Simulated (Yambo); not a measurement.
# SiO₂: sweep of GW parameters

G0W0@PBEsol for SiO2 (space group Ama2, No. 40) in Yambo. Reference settings: 1×2×2 Γ-centred k mesh, 261 bands and a 7 Ry block in the screening, 261 bands in G with the Bruneval-Gonze terminator, plasmon pole fitted at 27.2 eV. The PBEsol gap Γ → Γ on this mesh is 5.81 eV; G0W0 gaps are taken between the same points.

| change from the reference | G0W0 gap Γ → Γ (eV) | shift of the valence edge (eV) | rough Yambo cost |
|---|---|---|---|
| reference settings | 8.70 | -1.82 | 1 |
| 100 bands in W, 100 bands in G | 8.83 | -1.66 | about 1/3 |
| 169 bands in W, 169 bands in G | 8.72 | -1.76 | within a factor of two |
| 100 bands in G | 8.71 | -1.80 | – |
| 169 bands in G | 8.70 | -1.81 | – |
| 123 bands in W | 8.78 | -1.72 | within a factor of two |
| 1 Ry block | 9.55 | -2.61 | about 1/2 |
| 3 Ry block | 8.69 | -1.90 | within a factor of two |
| 6 Ry block | 8.66 | -1.80 | within a factor of two |
| pole fitted at 15 eV | 8.66 | -1.76 | – |
| no random integration | 8.52 | -1.50 | – |
| 100 bands in G, no terminator | 8.40 | -1.20 | – |
| 169 bands in G, no terminator | 8.50 | -1.46 | – |
| no terminator | 8.60 | -1.61 | – |

The reference isn't shown to be the converged limit. Costs are rough (shared machines), scaled to the same edge states, and given only for runs that recompute the screening.

Geometry of the Materials Project entry, not relaxed at this level; primitive cell a = 8.277 Å, b = c = 5.055 Å, α = 121.21°, β = γ = 90.00°.

This is not the ordinary phase of the substance; no match was found in the copy of COD used, and its stability was not checked.

A shift is the quasiparticle energy of the state minus its PBEsol energy.
